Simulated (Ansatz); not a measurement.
A geometry of Bi₂Te₃ away from equilibrium: step 4 of the relaxation of a relaxed Bi2Te3 cell displaced along its unstable phonon at q = (½, ½, ½) of its primitive reciprocal cell (22i cm⁻¹), largest move 0.15 Å. The numbers are results of PBEsol (plane waves to 420 eV, PAW, scalar-relativistic; Ansatz, a quantum-chemistry and plane-wave program), not measurements. Γ-centred k-mesh 4×4×4 on the run's cell (coarser than for final values), Fermi–Dirac smearing 0.05 eV. The plane waves were selected for a different cell earlier on the path.

```
Bi2Te3
1.0
    7.31035     4.22063     7.83006
    0.00000     4.22063     7.83006
    3.65518    -2.11032     7.83006
Te Bi
6 4
Cartesian
  4.91646   3.82427  13.88574
  8.57163   6.72731  17.43449
  8.85056   2.34564  13.88574
  4.50886  -0.16104   9.60444
  0.85369   2.27135   6.05568
  5.19538   3.98531   9.60444
  7.31035   4.22063  12.16559
  3.65518   2.11032   7.46896
  7.31035   4.22063  16.02121
  3.65518   2.11032  11.32459
```

### Question
Give the Cartesian forces on all atoms (eV/Å).

### Answer
```tsv
atom	Fx	Fy	Fz
Te1	0.10	0.09	0.10
Te2	0.10	-0.09	-0.10
Te3	-0.13	0.04	0.10
Te4	0.03	0.14	-0.10
Te5	0.03	-0.14	0.10
Te6	-0.13	-0.04	-0.10
Bi7	0.00	0.00	-0.34
Bi8	0.00	0.00	0.02
Bi9	0.00	0.00	-0.02
Bi10	0.00	0.00	0.34
```

The path ends in R32 (No. 155). No spin polarisation in the result.

The run could not lose the symmetry of its start: the end is stationary, and may be a saddle point rather than a minimum.

The end of the path is a generated cell of Bi2Te3: the first start was made by placing the elements on the sites of a structure type, and the end was not matched to a known phase here, so it may be hypothetical. Known forms of Bi2Te3 include space group No. 166.
